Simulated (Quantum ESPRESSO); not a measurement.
```xyz
3
Lattice="2.0928 1.2083 7.0275 -2.0928 1.2083 7.0275 0.0000 -2.4166 7.0275" Properties=species:S:1:pos:R:3 pbc="T T T"
O      0.0000     0.0000     0.0000
Cs     0.0000     0.0000     5.5503
Cs     0.0000     0.0000    15.5323
```

The PBEsol cell relaxed from Materials Project entry mp-7988 was given an isotropic strain of +2 % on all lattice vectors, and the atoms were relaxed again.

**Question.** What does PBEsol (pw.x of Quantum ESPRESSO, ONCV potentials, no spin-orbit coupling) give for the electronic structure near the Fermi level?

**Answer.** The PBEsol gap is indirect, 0.77 eV, from L to Γ; the smallest direct gap is 1.39 eV.
